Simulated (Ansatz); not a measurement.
PbS (zinc blende, space group No. 216), r²SCAN in the plane-wave PAW code Ansatz. The conduction-band minimum lies at X, with 3 equivalent valleys. Second derivatives d²E/dk² of the lowest band at one valley (eV·Å²), along Cartesian directions:

```
direction  d²E/dk²
---------  -------
[100]        4.519
[010]        21.42
[001]        21.42
[110]        12.97
[101]        12.97
[011]        21.43
```

Problem. Find the principal effective masses, the density-of-states mass and the conductivity mass.

Solution. Off-diagonal terms follow from H_xy = H[110] − (H_xx + H_yy)/2, and m*/mₑ = 7.620 eV·Å² over each eigenvalue: 0.36, 0.36, 1.7. One valley's DOS mass (m₁m₂m₃)^(1/3) = 0.60, conductivity mass 3/(Σ 1/mᵢ) = 0.48 mₑ.

Problem. What effective density of states Nc follows at 300 K for parabolic valleys?

Solution. Nc = 2.509e19 × 3 × (0.60)^(3/2) ≈ 3.5e19 cm⁻³.

Space group F-43m (zinc blende). The start of the workflow was typed in or built on a structure type; neither database checked (COD, Materials Project) lists it. It is not the phase usual at ambient conditions (space group No. 225). The r²SCAN relaxation kept the symmetry of its start. At this level the phase is mechanically unstable. Scalar-relativistic: spin–orbit coupling is off unless named, which matters more the heavier the elements.

Potentials: the later of the program's two PAW sets.

Edges and masses are those of Kohn–Sham bands, whose gap is no quasiparticle gap.
